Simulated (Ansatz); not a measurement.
CeO₂:
```yaml
crystal:
  lattice:
    - [0.00000, 2.71894, 2.71894]
    - [2.71894, 0.00000, 2.71894]
    - [2.71894, 2.71894, 0.00000]
  atoms:
    - { symbol: Ce, position: [0.00000, 0.00000, 0.00000] }
    - { symbol: O, position: [0.25000, 0.25000, 0.25000] }
    - { symbol: O, position: [0.75000, 0.75000, 0.75000] }
```

Relaxed with r²SCAN. Special points in fractions of this cell's reciprocal vectors: Γ (0.000, 0.000, 0.000); X (0.500, 0.000, 0.500); U (0.625, 0.250, 0.625); K (0.375, 0.375, 0.750); L (0.500, 0.500, 0.500); W (0.500, 0.250, 0.750).

Problem. List the band energies nearest the valence-band maximum at these points for the program Ansatz at the r²SCAN level (PAW).

Solution. In eV from the valence-band maximum; about four levels below and three above (degenerate sets whole), none deeper than 8.9 eV; points with the same levels are listed once.

```csv
k,below,above
Γ,-3.88 -3.88 -3.88 -0.60 -0.60 -0.60,2.56 2.56 2.56
X,-1.22 -1.22 -0.81 -0.81 -0.62,2.29 2.31 2.31
U,-1.43 -1.31 -0.76 -0.34,2.24 2.35 2.45
L,-1.31 -1.21 -0.79 -0.79,2.16 2.38 2.38
W,-1.08 -1.08 -0.74 -0.68,2.23 2.37 2.37
```

Space group Fm-3m (fluorite). The cell was relaxed with r²SCAN under the symmetry of its start. No spin polarisation was allowed. The 4f shell is in the valence. No Hubbard U is applied. Scalar-relativistic: spin–orbit coupling is off unless named, which matters more the heavier the elements.

Potentials: the earlier of the program's two PAW sets. The files were generated under PBE; for other functionals the program regenerates the frozen cores, and for LDA and PBEsol the local potential too.
